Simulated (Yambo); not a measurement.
Yambo run on Sr$_{2}$OsH$_{6}$ (space group Fm-3m, No. 225). The wavefunctions are norm-conserving PBEsol (Quantum ESPRESSO, 74 Ry, no spin-orbit coupling) ones on a 4×4×4 mesh (21 occupied bands); a = 5.3914 Å, b = 5.3914 Å, c = 5.3914 Å, α = 60.00°, β = 60.00°, γ = 60.00°.

Yambo input:

```
rim_cut
gw0
dyson
el_el_corr
HF_and_locXC
ppa
em1d
RandQpts= 1000000
RandGvec= 1 Ry
EXXRLvcs= 74 Ry
VXCRLvcs= 296 Ry
Chimod= "HARTREE"
% BndsRnXp
 5 | 159 |
%
NGsBlkXp= 3 Ry
% LongDrXp
 1.0 | 1.0 | 1.0 |
%
PPAPntXp= 27.2114 eV
% GbndRnge
 1 | 159 |
%
GTermKind= "BG"
DysSolver= "n"
ExtendOut
% QPkrange
 1 | 1 | 21 | 21 |
 7 | 7 | 21 | 22 |
%
```

k points by index: 1 = Γ, 7 = X.

Table of the .qp output:

```
#    K-point    Band    Eo [eV]    E [eV]    E-Eo [eV]    Vxc [eV]    Vnlxc [eV]    Sc|Eo [eV]    Sc|E [eV]    dSc/dw|Eo [eV]    Re(Z)    Im(Z)
#
    1    21    0.000000    -0.320341    -0.320341    -16.90236    -20.21740    2.913484    2.994702    -6.895562    0.797821    -0.001881
    7    21    -0.063099    -0.353688    -0.290588    -16.78581    -20.00622    2.855823    2.929818    -6.925211    0.797128    -0.001922
    7    22    2.319383    3.187966    0.868583    -12.49605    -8.023057    -3.428673    -3.604409    -5.504810    0.831739    -0.001232
```
(The two width columns are left out.) Convergence of these settings isn't established.

Geometry of the Materials Project entry, not relaxed at this level.

The structure is a Materials Project entry; no match was found in the copy of COD used, and its stability was not checked.
